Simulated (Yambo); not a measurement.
Yambo run on YOF (space group P4/nmm, No. 129). The wavefunctions are norm-conserving PBEsol (Quantum ESPRESSO, 84 Ry, scalar-relativistic) ones on a 4×4×2 mesh (24 occupied bands); a = 3.8323 Å, b = 3.8323 Å, c = 5.4467 Å, α = 90.00°, β = 90.00°, γ = 90.00°.

Yambo input:

```
rim_cut
gw0
dyson
el_el_corr
HF_and_locXC
ppa
em1d
RandQpts= 1000000
RandGvec= 1 Ry
EXXRLvcs= 84 Ry
VXCRLvcs= 336 Ry
Chimod= "HARTREE"
% BndsRnXp
 1 | 156 |
%
NGsBlkXp= 8 Ry
% LongDrXp
 1.0 | 1.0 | 1.0 |
%
PPAPntXp= 55 eV
% GbndRnge
 1 | 156 |
%
GTermKind= "BG"
DysSolver= "n"
ExtendOut
% QPkrange
 1 | 1 | 24 | 25 |
 8 | 8 | 24 | 24 |
%
```

k points by index: 1 = Γ, 8 = (0.25, 0.25, -0.5).

Table of the .qp output:

```
#    K-point    Band    Eo [eV]    E [eV]    E-Eo [eV]    Vxc [eV]    Vnlxc [eV]    Sc|Eo [eV]    Sc|E [eV]    dSc/dw|Eo [eV]    Re(Z)    Im(Z)
#
    1    24    -0.246958    -1.278913    -1.031955    -19.27642    -24.45921    3.915781    4.150832    -6.197510    0.814494    -0.959066E-3
    1    25    4.954164    5.640538    0.686375    -10.29700    -5.649151    -3.865005    -3.961469    -3.824008    0.876785    -0.618376E-3
    8    24    0.000000    -1.001577    -1.001577    -19.75419    -24.97389    3.988449    4.218125    -6.239427    0.813473    -0.931141E-3
```
(The two width columns are left out.) Convergence of these settings isn't established.

Geometry of the Materials Project entry, not relaxed at this level.

The structure is a Materials Project entry; no match was found in the copy of COD used, and its stability was not checked.
